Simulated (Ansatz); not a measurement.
Given:

ZnS:
```yaml
crystal:
  lattice:
    - [3.78226, 0.00000, 0.00000]
    - [-1.89113, 3.27553, 0.00000]
    - [0.00000, 0.00000, 6.20759]
  atoms:
    - { symbol: Zn, position: [0.33333, 0.66667, 0.00039] }
    - { symbol: Zn, position: [0.66667, 0.33333, 0.50039] }
    - { symbol: S, position: [0.33333, 0.66667, 0.37461] }
    - { symbol: S, position: [0.66667, 0.33333, 0.87461] }
```

This is the PBEsol-relaxed structure. Cartesian axes are those of the cell as given.

**Question.** All from PBEsol in the plane-wave PAW code Ansatz, unless another level is named. Estimate the formation energy from the elements (no fitted shifts).

**Answer.** -0.82 eV/atom.

**Question.** Give the electron effective mass.

**Answer.** 0.16, 0.18, 0.18 mₑ (principal values).

**Question.** What about the hole effective mass, band 2 of 2 at the edge?

**Answer.** 0.17 along x, 1.5 along z (mₑ).

Space group P6_3mc (wurtzite). The PBEsol relaxation kept the symmetry of its start. The references are the lowest solids computed at this level, not always the standard phases.

Potentials: the earlier of the program's two PAW sets. The files were generated under PBE; for other functionals the program regenerates the frozen cores, and for LDA and PBEsol the local potential too.

Edges and masses are those of Kohn–Sham bands, whose gap is no quasiparticle gap.
